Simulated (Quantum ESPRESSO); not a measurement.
pw.x input (Quantum ESPRESSO 7.5; LDA, PseudoDojo standard norm-conserving files, scalar-relativistic):

```
&CONTROL
  calculation = 'scf'
  pseudo_dir = './pseudo'
  outdir = './out'
  tprnfor = .true.
  tstress = .true.
/
&SYSTEM
  ibrav = 0
  nat = 10
  ntyp = 3
  ecutwfc = 80.0
  ecutrho = 320.0
  occupations = 'smearing'
  smearing = 'fd'
  degauss = 0.002
  nbnd = 55
/
&ELECTRONS
  conv_thr = 1e-09
/
ATOMIC_SPECIES
P 30.9738 P.upf
Ca 40.0780 Ca.upf
Ga 69.7230 Ga.upf
CELL_PARAMETERS angstrom
  3.840940167000   0.000000000000   0.000000000000
 -1.920470083000   3.326351759000   0.000000000000
  0.000000000000   0.000000000000  16.400020000000
ATOMIC_POSITIONS crystal
P   0.666666667000   0.333333333000   0.384520000000
P   0.333333333000   0.666666667000   0.615480000000
P   0.333333333000   0.666666667000   0.884520000000
P   0.666666667000   0.333333333000   0.115480000000
Ca   0.000000000000   0.000000000000   0.000000000000
Ca   0.000000000000   0.000000000000   0.500000000000
Ga   0.666666667000   0.333333333000   0.824530000000
Ga   0.333333333000   0.666666667000   0.175470000000
Ga   0.333333333000   0.666666667000   0.324530000000
Ga   0.666666667000   0.333333333000   0.675470000000
K_POINTS automatic
9 9 2 0 0 0
```

End of the output:

```

[...]
     the Fermi energy is     8.9107 ev
!    total energy              =    -821.77074691 Ry
     estimated scf accuracy    <          3.7E-10 Ry
     smearing contrib. (-TS)   =      -0.00003690 Ry
     internal energy E=F+TS    =    -821.77071001 Ry
     The total energy is F=E-TS. E is the sum of the following terms:
     one-electron contribution =    -366.98033452 Ry
     hartree contribution      =     243.62908252 Ry
     xc contribution           =    -210.24213439 Ry
     ewald contribution        =    -488.17732362 Ry
     convergence has been achieved in  10 iterations
     Forces acting on atoms (cartesian axes, Ry/au):
     atom    1 type  1   force =     0.00000000    0.00000000    0.00159967
     atom    2 type  1   force =     0.00000000   -0.00000000   -0.00159967
     atom    3 type  1   force =     0.00000000    0.00000000    0.00159967
     atom    4 type  1   force =     0.00000000    0.00000000   -0.00159967
     atom    5 type  2   force =     0.00000000    0.00000000   -0.00000000
     atom    6 type  2   force =     0.00000000    0.00000000    0.00000000
     atom    7 type  3   force =    -0.00000000   -0.00000000    0.00236961
     atom    8 type  3   force =     0.00000000    0.00000000   -0.00236961
     atom    9 type  3   force =     0.00000000    0.00000000    0.00236961
     atom   10 type  3   force =     0.00000000    0.00000000   -0.00236961
     Total force =     0.005718     Total SCF correction =     0.000169
     Computing stress (Cartesian axis) and pressure
          total   stress  (Ry/bohr**3)                   (kbar)     P=      -35.65
  -0.00024078   0.00000000   0.00000000          -35.42        0.00        0.00
   0.00000000  -0.00024078   0.00000000            0.00      -35.42        0.00
   0.00000000   0.00000000  -0.00024544            0.00        0.00      -36.11
```
In a gapped system the printed Fermi energy is only some level inside the gap.

Spin-orbit coupling is not included.

Geometry of the Materials Project entry, not relaxed at this level.
